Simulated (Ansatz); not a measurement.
Sheets of one type (buckled pentagonal (penta-graphene)-type), DFT-PBE in the program Ansatz with PAW potentials; HSE06 gaps on those cells.

| layer | a (Å) | thickness (Å) |
|---|---|---|
| SnC2 | 5.035 | 1.38 |
| BP2 | 4.567 | 1.99 |
| B2C | (withheld) | (withheld) |
| C2Si | 4.409 | 1.32 |

Fill in the missing entries.


- B2C, a (Å): 3.933
- B2C, thickness (Å): 1.07

All cells were relaxed under the symmetry of their starts (and spin orders); stability against distortions was not tested throughout. Spin–orbit coupling is left out wherever it is not named. Constructed layers (a layer type filled with these elements): SnC2, buckled pentagonal (penta-graphene)-type layer; BP2, buckled pentagonal (penta-graphene)-type layer; B2C, buckled pentagonal (penta-graphene)-type layer; C2Si, buckled pentagonal (penta-graphene)-type layer.

Potentials: the later of the program's two PAW sets.
